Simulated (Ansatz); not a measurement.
Al4FeCo3: relaxed-ion elastic tensor

Theory: DFT PBE, scalar-relativistic, plane waves, PAW in Ansatz. Plane waves to 420 eV; Γ-centred k mesh 8×8×16; Fermi-Dirac smearing of 0.15 eV. No spin polarisation.

Relaxed structure:
```xyz
8
Lattice="5.7140 0.0000 0.0000 0.0000 5.7140 0.0000 0.0000 0.0000 2.8579" Properties=species:S:1:pos:R:3 pbc="T T T"
Al    4.2762    4.2762    0.0000
Al    4.2762    1.4377    0.0000
Al    1.4377    4.2762    0.0000
Al    1.4377    1.4377    0.0000
Fe    2.8570    2.8570    1.4290
Co    2.8570    0.0000    1.4290
Co    0.0000    2.8570    1.4290
Co    0.0000    0.0000    1.4290
```

The structure comes from a generated guess, relaxed at this level; another structure or a mixture of phases may lie lower. In a metal, frequencies and elastic constants depend on the k mesh and the smearing, soft modes and shear constants most.

Problem. Give the relaxed-ion elastic constants (GPa, Voigt order xx yy zz yz xz xy, on the Cartesian axes of the cell above).

Solution.
C11 = 295.4, C12 = 117.0, C13 = 121.1, C22 = 295.4, C23 = 121.1, C33 = 288.5, C44 = 141.5, C55 = 141.5, C66 = 140.6 GPa; the others vanish.

Problem. Is the crystal stable against homogeneous strain?

Solution. Yes: the least eigenvalue of the tensor is 140.6 GPa.

Problem. And the moduli of a polycrystal (Hill averages)?

Solution. B = 178 GPa, G = 116 GPa, E = 286 GPa, ν = 0.23.
